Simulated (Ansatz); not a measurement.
# Compressing In$_{3}$Sb: a fit and a missing row

In$_{3}$Sb, Pm-3m, a = 4.640 Å. The structure is a Materials Project entry; whether it is the stable form wasn't checked. Ansatz: PBEsol+D3(BJ), PAW, 420 eV, Γ-centred 10×10×10 mesh on 4 atoms, Gaussian smearing 0.10 eV; no spin polarisation. Symmetry fixes shape and atoms, so the cell is only scaled; pressure is positive in compression.

| V (Å³/atom) | P (GPa) |
| --- | --- |
| 21.981 | ? |
| 22.730 | 6.29 |
| 23.479 | 3.77 |
| 24.229 | 1.71 |
| 24.978 | -0.01 |
| 25.728 | -1.46 |
| 26.477 | -2.68 |
| 27.476 | -4.00 |

Question: Take V0 = 24.978 Å³/atom, count pressures from its P0 = -0.01 GPa, fit the third-order Birch–Murnaghan form to the other rows, and predict the missing pressure.

Answer: With the Eulerian strain f = ½[(V0/V)^(2/3) − 1] and y = (P − P0)/[3f(1 + 2f)^(5/2)], the form is the line y = B0 + 1.5 B0 (B0′ − 4) f. Rows (f, y): 0.03245, 55.3; 0.02106, 54.0; 0.01025, 53.2; -0.00976, 52.0; -0.01905, 51.5; -0.03078, 50.6. Means f = 0.0006950, y = 52.767; Σ(Δf)² = 0.003004, ΣΔfΔy = 0.2109; the slope is their ratio. y = 52.72 + 70.21 f GPa, so B0 = 52.7 GPa and B0′ = 4 + 2 × (70.21)/(3 × 52.72) = 4.89. At V = 21.981, f = 0.04447, y = 55.84 and P = 9.21 GPa. The run gave 9.36 GPa, so the fit is 0.15 GPa too low, 1.1 % of the span of the series, against an rms of 0.02 GPa on the fitted rows. The row lies outside the fitted range. The points of y bend away from a line: a fourth-order term fitted to them gives P = 9.29 GPa at this row's volume (the line 9.21, the run 9.36).

Cost: 8 runs of about 1.3 core-minutes in all, on Intel Xeon Platinum 8488C (Sapphire Rapids) (shared hosts).